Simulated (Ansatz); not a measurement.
CaO:
```yaml
crystal:
  lattice:
    - [0.00000, 2.41539, 2.41539]
    - [2.41539, 0.00000, 2.41539]
    - [2.41539, 2.41539, 0.00000]
  atoms:
    - { symbol: Ca, position: [0.00000, 0.00000, 0.00000] }
    - { symbol: O, position: [0.50000, 0.50000, 0.50000] }
```

Relaxed with PBE. Independent-particle spectrum: no excitons, no local fields, no scissors shift; 0.1 eV broadening; ε₁ of the summed bands alone.

Q: Tabulate the dielectric function from PBE (plane waves, PAW; program Ansatz).

A: 

```
E (eV)  ε₁ xx  ε₂ xx
------  -----  -----
0.0      3.77   0.00
0.4      3.78   0.00
0.8      3.80   0.00
1.2      3.84   0.00
1.6      3.90   0.00
2.0      3.98   0.00
2.4      4.10   0.00
2.8      4.25   0.00
3.2      4.48   0.00
3.6      4.83   0.00
4.0      5.74   0.16
4.4      5.78   1.38
4.8      5.62   2.10
5.2      5.23   2.55
5.6      4.94   2.89
6.0      4.64   3.28
6.4      4.00   3.36
6.8      3.90   3.32
7.2      3.91   3.40
7.6      4.24   3.64
8.0      4.24   5.33
8.4      2.14   6.06
8.8      1.55   4.29
9.2      2.33   6.53
9.6     -1.42   6.84
10.0    -2.45   4.00
10.4    -1.68   2.45
10.8    -1.99   1.70
11.2    -1.53   0.81
11.6    -0.58   0.41
12.0    -0.10   0.38
```

Q: From ε at 6.0 eV (xx: 4.64 + 3.28i), find n, k, the normal reflectivity and the absorption coefficient.

A: n = 2.27, k = 0.722, R = 19 %, α = 2kE/ħc = 440000 cm⁻¹.

With all bands, ε∞ without local fields is 3.91. DFPT, with local fields, gives 3.79.

Space group Fm-3m (rock salt). Symmetry was held in the PBE relaxation; phonons on a q-mesh show no instability.

Potentials: the later of the program's two PAW sets.
